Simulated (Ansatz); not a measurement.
This cell of Te (trigonal-Te type, space group P3_121) is off equilibrium:

```
CELL_PARAMETERS angstrom
      4.52111     0.00000     0.00000
     -2.26056     3.91540     0.00000
      0.00000     0.00000     5.95492
ATOMIC_POSITIONS crystal
  Te 0.26812 0.00000 0.33333
  Te 0.95156 0.31656 0.72689
  Te 0.73188 0.73188 0.00000
```

Computed with PBE (plane waves to 420 eV, PAW, scalar-relativistic; Ansatz, a first-principles code). k mesh 7×7×5 (Γ-centred), Fermi-Dirac smearing 0.05 eV. Energies are smeared free energies. Compression counts positive. As the smearing reaches across the gap at some points, energies and forces of such displacements shift with the k mesh and the smearing. Spin-orbit coupling is left out, though Te is heavy. Te was relaxed with its symmetry unable to fall. The PAW data are Ansatz's earlier set.

Q: What forces act on the atoms (eV/Å, Cartesian)?

A: 
```
atom      Fx      Fy      Fz
----  ------  ------  ------
Te1   -0.014  -0.038   0.111
Te2    0.216   0.171  -1.039
Te3   -0.202  -0.133   0.929
```

Q: Give the stress tensor in GPa and the pressure.

A: 
```
   -0.4      0.1      0.2
    0.1      0.5     -0.9
    0.2     -0.9      0.1
```
The pressure, a third of the trace, is 0.1 GPa.

Q: In it atom 2 sits (-0.329, 0.190, 0.359) Å away from its relaxed site. What is its energy relative to the relaxed cell?

A: 270 meV/cell.

(For displaced atoms, the force is minus the slope of the energy, and its curvature is a force constant, which sets phonon frequencies.)
